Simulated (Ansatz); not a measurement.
**How stiff is this cell of Co₂Si?**

Cell: a COD entry whose atoms were relaxed with PBE, the cell held.

```
Co Si
1.0
     4.91800    0.00000    0.00000
     0.00000    3.73800    0.00000
     0.00000    0.00000    7.10900
Co Si
8 4
Direct
  0.96470 0.75000 0.21686
  0.03530 0.25000 0.78314
  0.53530 0.25000 0.71686
  0.46470 0.75000 0.28314
  0.82628 0.75000 0.56379
  0.17372 0.25000 0.43621
  0.67372 0.25000 0.06379
  0.32628 0.75000 0.93621
  0.29533 0.75000 0.60675
  0.70467 0.25000 0.39325
  0.20467 0.25000 0.10675
  0.79533 0.75000 0.89325
```

Sites (sets of like atoms) are named by element and the number of their first atom in this list.

Computed with Ansatz: DFT, PBE, plane waves and PAW, scalar-relativistic, collinear spin, 420 eV cutoff, Γ-centred 9×12×6 k-points, Fermi–Dirac smearing 0.05 eV. Start moments as typed (μB): 3 on each Co, none on the rest.

The cell is stretched along z (the third Cartesian axis of the run's cell), x and y held, and the ions relax again each time. Tension counts as positive.

| strain along z (%) | stress along z (GPa) | stress along x (GPa) |
| --- | --- | --- |
| -3 | -6.1 | 0.1 |
| -2 | ? | ? |
| -1 | 2.0 | 2.9 |
| 0 | 5.5 | 4.1 |
| +1 | 8.7 | 5.3 |
| +2 | 11.6 | 6.4 |
| +3 | 14.1 | 7.4 |

(1) Estimate the row at -2 % from the others.

## Answers

(1) stress along z (GPa): -1.8; stress along x (GPa): 1.6. Worked: parabolas through the other 6 rows give -1.9 and 1.5 GPa at -2 %. Their slopes at zero strain are 336 GPa (the stiffness along z) and 121 GPa (the coupling of z to x). They hold at this cell, where the calculated pressure is -4.9 GPa.

All values belong to this cell and structure model. The run lost most of its start moments on Co; a state with other moments may lie lower. The magnetic order is the one that the run reached from its start moments, not necessarily the measured one (the real compound may not order at all).
